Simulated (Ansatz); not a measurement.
Here is the system:

K$_{2}$S:
```
CELL_PARAMETERS angstrom
      0.00000     3.73104     3.73104
      3.73104     0.00000     3.73104
      3.73104     3.73104     0.00000
ATOMIC_POSITIONS crystal
  K  0.75000 0.75000 0.75000
  K  0.25000 0.25000 0.25000
  S  0.00000 0.00000 0.00000
```

This is the PBE-relaxed structure.

All from PBE in the plane-wave PAW code Ansatz, unless another level is named. Estimate the band gap.

2.32 eV (indirect).

Give the smallest direct gap on the standard path.

2.50 eV.

Predict the formation energy from the elements (no fitted shifts).

-1.08 eV/atom.

Next, the conduction-band minimum?

at Γ.

Give the valence-band maximum.

at X.

Space group Fm-3m (anti-fluorite). The PBE relaxation kept the symmetry of its start. The references are the lowest solids computed at this level, not always the standard phases.

Potentials: the later of the program's two PAW sets.
